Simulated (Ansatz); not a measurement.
VN (rock salt, space group No. 225) under volume change, the program Ansatz at the PBE level (PAW), scaled uniformly.

```csv
V (Å³/atom),E − E(relaxed) (meV/atom),P (GPa)
7.935,81.9,36.38
8.197,34.4,22.26
8.458,[?],[?]
8.720,0.0,0.00
8.981,[?],[?]
9.243,27.8,-16.14
9.505,59.4,-22.47
```

**Question.** Complete the blanks.

**Answer.** 
- 8.458, E − E(relaxed) (meV/atom): 8.1
- 8.458, P (GPa): 10.24
- 8.981, E − E(relaxed) (meV/atom): 7.3
- 8.981, P (GPa): -8.72

**Question.** What does a third-order Birch–Murnaghan fit give for V₀, B₀ and B′?

**Answer.** V₀ = 8.72 Å³/atom, B₀ = 314 GPa, B′ = 4.3.

Space group Fm-3m (rock salt). The cell was relaxed with PBE under the symmetry of its start. The workflow began spin-polarised and lost its moments.

Potentials: the later of the program's two PAW sets.
